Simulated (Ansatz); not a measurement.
ZrC: from a first guess to the relaxed rocksalt type

First guess:

```yaml
crystal:
  lattice:
    - [0.00000, 2.23228, 2.23228]
    - [2.23228, 0.00000, 2.23228]
    - [2.23228, 2.23228, 0.00000]
  atoms:
    - { symbol: Zr, position: [0.00000, 0.00000, 0.00000] }
    - { symbol: C, position: [0.50000, 0.50000, 0.50000] }
```

The calculation used DFT, PBE, PAW with Ansatz's default frozen-core files, scalar-relativistic in Ansatz 0.2.0.

Cell and atoms relax within the symmetry of the start on a 14×14×14 k mesh with 0.05 eV Fermi–Dirac smearing.

The start is built from a prototype, known or not as a phase of this compound; the cutoff is 420 eV.

Q: What is the pressure of the first guess?

A: 48.9 GPa.

Q: What does it relax to?

A: a = 4.709 Å, b = 4.709 Å, c = 4.709 Å, α = 90.00°, β = 90.00°, γ = 90.00° (conventional cell), 13.05 Å³ per atom:
```cif
data_structure
_symmetry_space_group_name_H-M 'Fm-3m'
_symmetry_Int_Tables_number 225
_cell_length_a 4.7086
_cell_length_b 4.7086
_cell_length_c 4.7086
_cell_angle_alpha 90.000
_cell_angle_beta 90.000
_cell_angle_gamma 90.000
_cell_volume 104.40
loop_
_atom_site_label
_atom_site_type_symbol
_atom_site_symmetry_multiplicity
_atom_site_Wyckoff_symbol
_atom_site_fract_x
_atom_site_fract_y
_atom_site_fract_z
_atom_site_occupancy
Zr1 Zr 4 a 0.00000 0.00000 0.00000 1
C1 C 4 b 0.50000 0.00000 0.00000 1
```

Q: How much energy does the relaxation release?

A: 258 meV/atom.
